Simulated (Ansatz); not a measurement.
## Yb (bcc): energy against volume

Level of theory: DFT, PBEsol, plane waves (420 eV) with PAW, scalar-relativistic (Ansatz 0.2.0). The PAW files were generated under PBE, with cores re-solved for the functional.

The cell is scaled uniformly from the relaxed one, with fractional coordinates and shape fixed. Energies are extrapolated to zero smearing, pressures are those at the given smearing. Magnetic state: spin not included.

A Birch-Murnaghan fit gives V₀ = 31.66 Å³/atom, B₀ = 24 GPa, B₀′ = 3.7.

Question: What are the energy above the minimum and the pressure at 30.522 Å³/atom?

Answer: 3.2 meV/atom and 1.03 GPa as computed.

Question: What are the energy above the minimum and the pressure at 34.337 Å³/atom?

Answer: 14.8 meV/atom and -1.55 GPa as computed.

Question: What are the energy above the minimum and the pressure at 35.608 Å³/atom?

Answer: 30.3 meV/atom and -2.12 GPa as computed.
